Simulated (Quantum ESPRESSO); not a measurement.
## AlZn2S3Cl (convergence and cost over cutoff and k mesh)

A calculation, not a measurement. The program is pw.x of Quantum ESPRESSO 7.5 (plane-wave density functional theory). The cell is made up: 7 atoms on a zincblende/diamond lattice with one site empty, with randomly drawn elements, strain and displacements, not relaxed. PseudoDojo standard norm-conserving files (v0.5 for PBE, v0.4.1 for LDA and PBEsol) set the functional; there is no spin polarisation, spin-orbit coupling or dispersion term, and the masses in the input are unused placeholders.

Input of the run in row 4:

```
&control calculation='scf', pseudo_dir='./dojo.nc.sr.pbe.v0_5.standard.upf', outdir='./o', disk_io='medium', tprnfor=.true., tstress=.true. /
&system ibrav=0, nat=7, ntyp=4, nbnd=40, ecutwfc=84.00895049, nosym=.true., tot_charge=0,
 occupations='smearing', smearing='fd', degauss=0.0018374661
/
&electrons conv_thr=7.350e-09, electron_maxstep=60, /
ATOMIC_SPECIES
Al 1.0 Al.upf
Cl 1.0 Cl.upf
S 1.0 S.upf
Zn 1.0 Zn.upf
CELL_PARAMETERS angstrom
5.4619 0.0 0.0
0.0 5.4619 0.0
0.0 0.0 5.4619
ATOMIC_POSITIONS angstrom
Al 0.1334 0.0886 0.1331
Zn 0.0985 2.69 2.7494
Zn 2.7499 -0.0697 2.7675
S 1.2709 1.4439 1.4211
S 1.3873 4.0034 4.2005
S 4.0486 1.4597 4.0601
Cl 4.176 3.9751 1.4503
K_POINTS automatic
4 4 4 1 1 1
```

The same cell was run at these settings. Meshes are shifted by half a step, and differences are from the last row, which is itself not exact.

| cutoff (eV) | k mesh | k points solved | threshold (eV) | free energy less the last row's (eV) | pressure (GPa) | largest stress difference (GPa) | largest force difference (eV/Å) | iterations | wall time (s) | k-point pools | processor |
| --- | --- | --- | --- | --- | --- | --- | --- | --- | --- | --- | --- |
| 800 | 2 x 2 x 2 | 4 | 1e-04 | 2.607 | -25.19 | 23.00 | 0.039 | 7 | 56 | 1 | AMD EPYC, Zen 5 class |
| 1143 | 2 x 2 x 2 | 4 | 1e-07 | 0.099 | -2.00 | 0.22 | 0.032 | 10 | 116 | 1 | AMD EPYC, Zen 5 class |
| 636 | 4 x 4 x 4 | 32 | 1e-07 | 29.580 | -160.10 | 158.04 | 0.275 | 10 | 233 | 1 | AMD EPYC, Zen 5 class |
| 1143 | 4 x 4 x 4 | 32 | 1e-07 | 0.001 | -2.21 | 0.00 | 0.000 | 10 | 624 | 1 | AMD EPYC, Zen 5 class |
| 1437 | 6 x 6 x 6 | 108 | 1e-07 | 0.000 | -2.21 | 0.00 | 0.000 | 10 | 2112 | 1 | AMD EPYC, Zen 5 class |

Each pool is one process. Wall times include start-up and a band step at six k points, which weighs most on the coarsest meshes. The runs were on shared virtual cores whose load varied, so times are rough.